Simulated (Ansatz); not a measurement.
HfSeS:
```cif
data_HfSSe
_chemical_formula_sum 'Hf1 Se1 S1'
_space_group_name_H-M_alt 'P 1'
_space_group_IT_number 1
_cell_length_a 3.61230
_cell_length_b 3.61230
_cell_length_c 5.84600
_cell_angle_alpha 90.000
_cell_angle_beta 90.000
_cell_angle_gamma 120.000
loop_
_space_group_symop_operation_xyz
  'x, y, z'
loop_
_atom_site_label
_atom_site_type_symbol
_atom_site_fract_x
_atom_site_fract_y
_atom_site_fract_z
_atom_site_occupancy
Hf1 Hf 0.00000 0.00000 0.98724 1
Se1 Se 0.33333 0.66667 0.26379 1
S1 S 0.66667 0.33333 0.74896 1
```

This is the LDA-relaxed structure.

Task: All from plane-wave PAW LDA (Ansatz code), unless another level is named. Give the Born charges (a third of the trace).

Result: Hf +5.47, Se -2.61, S -2.86 e.

Task: Predict the electronic dielectric constant ε∞ (DFPT).

Result: 15.1 (xx = yy), 7.58 (zz).

Task: Next, the static dielectric constant ε0 (ions relaxed, cell fixed)?

Result: 55.7 (xx = yy), 8.29 (zz).

Space group P3m1. The first step of the workflow began from a Materials Project structure, measured or hypothetical; the Crystallography Open Database copy checked does not list it. With Se and S taken as one species the cell has the higher symmetry P-3m1, so it may be an ordered model of a mixed-site phase. Its standing as an ambient phase is unchecked. Symmetry was held in the LDA relaxation; its stability against distortions is not shown here. No spin polarisation was allowed. A crystal of weakly bound layers computed without a dispersion correction: the cell and the soft elastic constants depend strongly on that. Scalar-relativistic: spin–orbit coupling is off unless named, which matters more the heavier the elements.

Potentials: the later of the program's two PAW sets.
